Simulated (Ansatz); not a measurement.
Compressing Ti₃Ag: a fit and a missing row

Ti₃Ag, Pm-3m, a = 4.079 Å. The structure is a COD entry; whether it is the stable form wasn't checked. Ansatz: r2SCAN, PAW, 500 eV, Γ-centred 10×10×10 mesh on 4 atoms, Gaussian smearing 0.10 eV; no spin polarisation. Shape and atoms are relaxed at each volume; pressure is positive in compression.

| V (Å³/atom) | P (GPa) |
| --- | --- |
| 14.932 | 20.01 |
| 15.441 | ? |
| 15.950 | 8.47 |
| 16.459 | 3.90 |
| 16.968 | -0.02 |
| 17.477 | -3.38 |
| 17.986 | -6.27 |
| 18.665 | -9.50 |

Problem. Take V0 = 16.968 Å³/atom, count pressures from its P0 = -0.02 GPa, fit the third-order Birch–Murnaghan form to the other rows, and predict the missing pressure.

Solution. With the Eulerian strain f = ½[(V0/V)^(2/3) − 1] and y = (P − P0)/[3f(1 + 2f)^(5/2)], the form is the line y = B0 + 1.5 B0 (B0′ − 4) f. Rows (f, y): 0.04448, 121.3; 0.02105, 121.3; 0.01026, 121.0; -0.00976, 120.6; -0.01905, 120.5; -0.03079, 120.3. Means f = 0.002698, y = 120.83; Σ(Δf)² = 0.003889, ΣΔfΔy = 0.05734; the slope is their ratio. y = 120.8 + 14.74 f GPa, so B0 = 120.8 GPa and B0′ = 4 + 2 × (14.74)/(3 × 120.8) = 4.08. At V = 15.441, f = 0.03244, y = 121.28 and P = 13.79 GPa. The run gave 13.79 GPa, the same to the digits shown.